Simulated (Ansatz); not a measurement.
WS2:
```
WS2
1.0
    3.17204     0.00000     0.00000
   -1.58602     2.74707     0.00000
    0.00000     0.00000    12.55222
W S
2 4
Direct
  0.33333   0.66667   0.25000
  0.66667   0.33333   0.75000
  0.33333   0.66667   0.62566
  0.66667   0.33333   0.37434
  0.66667   0.33333   0.12566
  0.33333   0.66667   0.87434
```

Relaxed with r²SCAN+D4. Special points in fractions of this cell's reciprocal vectors: Γ (0.000, 0.000, 0.000); M (0.500, 0.000, 0.000); K (0.333, 0.333, 0.000); A (0.000, 0.000, 0.500); L (0.500, 0.000, 0.500); H (0.333, 0.333, 0.500).

### Question
List the band energies nearest the valence-band maximum at these points for DFT-r²SCAN+D4 with spin–orbit coupling in the program Ansatz with PAW potentials.

### Answer
In eV from the valence-band maximum; about four levels below and three above (degenerate sets whole), none deeper than 8.9 eV; points with the same levels are listed once.

```csv
k,below,above
Γ,-1.11 -1.11 0.00 0.00,2.33 2.33 2.34 2.34
M,-1.68 -1.68 -1.57 -1.57,2.27 2.27 2.30 2.30
K,-0.92 -0.92 -0.46 -0.46,1.23 1.23 1.27 1.27
A,-0.33 -0.33 -0.33 -0.33,2.35 2.35 2.35 2.35
L,-1.62 -1.62 -1.62 -1.62,2.29 2.29 2.29 2.29
H,-0.91 -0.91 -0.48 -0.48,1.24 1.24 1.27 1.27
```

Space group P6_3/mmc. Symmetry was held in the r²SCAN+D4 relaxation; phonons on a q-mesh show no instability. No spin polarisation was allowed.

Potentials: the earlier of the program's two PAW sets.
